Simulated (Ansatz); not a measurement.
Re:
```
CELL_PARAMETERS angstrom
      0.00000     2.82590     2.82590
      2.82590     0.00000     2.82590
      2.82590     2.82590     0.00000
ATOMIC_POSITIONS crystal
  Re 0.00000 0.00000 0.00000
  Re 0.25000 0.25000 0.25000
```

Relaxed with PBE. Special points in fractions of this cell's reciprocal vectors: Γ (0.000, 0.000, 0.000); X (0.500, 0.000, 0.500); U (0.625, 0.250, 0.625); K (0.375, 0.375, 0.750); L (0.500, 0.500, 0.500); W (0.500, 0.250, 0.750).

Q: List the band energies nearest the Fermi level at these points for PBE in the plane-wave PAW code Ansatz.

A: In eV from the Fermi level; about four levels below and three above (degenerate sets whole), none deeper than 8.9 eV; points with the same levels are listed once.

| k | below | above |
|---|---|---|
| Γ | -2.93 -2.93 -2.19 -2.19 -2.19 | 0.69 0.69 0.69 |
| X | -2.34 -2.34 -1.89 -1.89 | 0.03 0.03 3.67 3.67 |
| U | -1.91 -0.51 -0.39 -0.04 | 2.59 3.53 3.98 |
| L | -2.63 -2.63 -2.40 -2.40 -0.85 | 1.74 1.74 3.29 3.29 |
| W | -0.78 -0.78 -0.77 -0.77 | 3.86 3.86 4.18 4.18 |

Space group Fd-3m (diamond). The start of the workflow was typed in or built on a structure type; neither database checked (COD, Materials Project) lists it. It is not the phase usual at ambient conditions (space group No. 194). Symmetry was held in the PBE relaxation; its stability against distortions is not shown here. No spin polarisation was allowed. Scalar-relativistic: spin–orbit coupling is off unless named, which matters more the heavier the elements.

Potentials: the later of the program's two PAW sets.
